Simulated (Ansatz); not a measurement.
Relaxed Hf (hcp, Mg type):

```
Hf
1.0
    6.40825     0.00000     0.00000
   -1.60206     2.77485     0.00000
    0.00000     0.00000     5.06894
Hf
4
Direct
  0.16667   0.66667   0.75000
  0.66667   0.66667   0.75000
  0.33333   0.33333   0.25000
  0.83333   0.33333   0.25000
```

A phonon eigenvector at M = (0.5, 0.0, 0.0) is frozen into this cell: atom i moves by Q times the vector below, so Q is the largest atomic displacement, in Å. The cell is held. (q is in reciprocal vectors of the primitive cell; the cell shown is doubled to hold the pattern.)

```csv
atom,x,y,z
Hf1,-0.866,-0.500,0.000
Hf2,0.866,0.500,0.000
Hf3,-0.866,-0.500,0.000
Hf4,0.866,0.500,0.000
```

Method: PBE (plane waves to 420 eV, PAW, scalar-relativistic; Ansatz, a program for electronic structure). k mesh 17×17×9 (Γ-centred), Fermi-Dirac smearing 0.05 eV. The energy includes the smearing's −TS. Compression counts positive. With partly filled bands, energies and forces of such displacements shift with the k mesh and the smearing. Hf is run without spin polarisation. Hf was relaxed with its symmetry unable to fall. Spin-orbit coupling is left out, though Hf is heavy. The PAW data are Ansatz's earlier set. ΔE is measured from the undisplaced structure.

```json
[
 {"Q (Å)": "-0.180", "−dE/dQ from forces (eV/Å)": "7.893", "P (GPa)": "4.0", "ΔE (eV/cell)": "?"},
 {"Q (Å)": "-0.150", "−dE/dQ from forces (eV/Å)": "6.426", "P (GPa)": "2.8", "ΔE (eV/cell)": "?"},
 {"Q (Å)": "-0.120", "−dE/dQ from forces (eV/Å)": "5.110", "P (GPa)": "1.8", "ΔE (eV/cell)": "?"},
 {"Q (Å)": "-0.090", "−dE/dQ from forces (eV/Å)": "3.920", "P (GPa)": "1.0", "ΔE (eV/cell)": "0.185"},
 {"Q (Å)": "-0.060", "−dE/dQ from forces (eV/Å)": "2.744", "P (GPa)": "0.5", "ΔE (eV/cell)": "?"},
 {"Q (Å)": "-0.030", "−dE/dQ from forces (eV/Å)": "1.422", "P (GPa)": "0.1", "ΔE (eV/cell)": "0.021"},
 {"Q (Å)": "0.000", "−dE/dQ from forces (eV/Å)": "0.000", "P (GPa)": "0.0", "ΔE (eV/cell)": "0.000"},
 {"Q (Å)": "0.030", "−dE/dQ from forces (eV/Å)": "-1.422", "P (GPa)": "0.1", "ΔE (eV/cell)": "0.021"},
 {"Q (Å)": "0.060", "−dE/dQ from forces (eV/Å)": "-2.744", "P (GPa)": "0.5", "ΔE (eV/cell)": "?"},
 {"Q (Å)": "0.090", "−dE/dQ from forces (eV/Å)": "-3.920", "P (GPa)": "1.0", "ΔE (eV/cell)": "0.185"},
 {"Q (Å)": "0.120", "−dE/dQ from forces (eV/Å)": "-5.110", "P (GPa)": "1.8", "ΔE (eV/cell)": "?"},
 {"Q (Å)": "0.150", "−dE/dQ from forces (eV/Å)": "-6.426", "P (GPa)": "2.8", "ΔE (eV/cell)": "?"},
 {"Q (Å)": "0.180", "−dE/dQ from forces (eV/Å)": "-7.893", "P (GPa)": "4.0", "ΔE (eV/cell)": "?"}
]
```

Q: Some entries are withheld; supply them.

A: 
- -0.180, ΔE (eV/cell): 0.707
- -0.150, ΔE (eV/cell): 0.492
- -0.120, ΔE (eV/cell): 0.320
- -0.060, ΔE (eV/cell): 0.084
- 0.060, ΔE (eV/cell): 0.084
- 0.120, ΔE (eV/cell): 0.320
- 0.150, ΔE (eV/cell): 0.492
- 0.180, ΔE (eV/cell): 0.707

(For displaced atoms, the force is minus the slope of the energy, and its curvature is a force constant, which sets phonon frequencies.)
